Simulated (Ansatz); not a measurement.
FeHO$_{2}$ (space group Pnma)

```xyz
16
Lattice="9.4746 0.0000 0.0000 0.0000 2.7878 0.0000 0.0000 0.0000 4.3220" Properties=species:S:1:pos:R:3 pbc="T T T"
Fe     6.0596     0.6970     0.1911
Fe     3.4150     2.0909     4.1308
Fe     8.1523     2.0909     2.3521
Fe     1.3223     0.6970     1.9699
H      8.5379     0.6970     0.3137
H      0.9367     2.0909     4.0083
H      5.6740     2.0909     2.4746
H      3.8006     0.6970     1.8473
O      8.9476     0.6970     1.2733
O      0.5270     2.0909     3.0487
O      5.2643     2.0909     3.4343
O      4.2103     0.6970     0.8877
O      1.8646     2.0909     0.8364
O      7.6100     0.6970     3.4855
O      2.8727     0.6970     2.9974
O      6.6019     2.0909     1.3245
```

The slice is a (100) plane (indices of the conventional cell) through the point (0.697, 0.750, 0.306) (fractional), spanned by u = [010] and v = [001] in vectors of this cell: u (2.79 Å) and v (4.32 Å, at 90° to u). It covers one period; positions are fractions (u, v).

These are PBEsol (plane waves to 420 eV, PAW, scalar-relativistic; Ansatz, a quantum-chemistry and plane-wave program) values and carry that method's errors. k mesh 4×13×9. These are valence fields of a PAW run, semicore shells included where kept as valence: close to a nucleus they are smooth pseudo fields. FeHO2 is run spin-polarised and with no Hubbard U. FeHO2 was relaxed with its symmetry unable to fall. Relaxed FeHO2 ends ferromagnetic. The magnetic order is the one the run started from; other orders were not tried.

Q: Sketch the valence electron density on this plane as a map.

A: 
```tsv
v \ u	0.00	0.13	0.27	0.40	0.53	0.67	0.80	0.93
0.88	0.4	0.2	-0.1	-0.1	0.0	-0.2	0.0	0.4
0.75	-0.6	-0.5	-0.1	0.6	0.8	0.3	-0.4	-0.5
0.62	-0.9	-0.8	-0.3	0.1	0.2	-0.1	-0.6	-0.9
0.50	-1.0	-0.9	-0.7	-0.4	-0.4	-0.5	-0.8	-1.0
0.38	-1.0	-1.0	-1.0	-0.8	-0.8	-0.9	-1.0	-1.0
0.25	-0.6	-0.7	-1.0	-1.2	-1.3	-1.1	-0.8	-0.6
0.12	0.4	0.2	-0.4	-1.0	-1.1	-0.7	-0.1	0.3
0.00	0.9	0.7	0.0	-0.6	-0.7	-0.3	0.4	0.8
```

Values: log₁₀ of the valence density in e/Å³. The scale is logarithmic, as a density can span decades between atoms and voids.
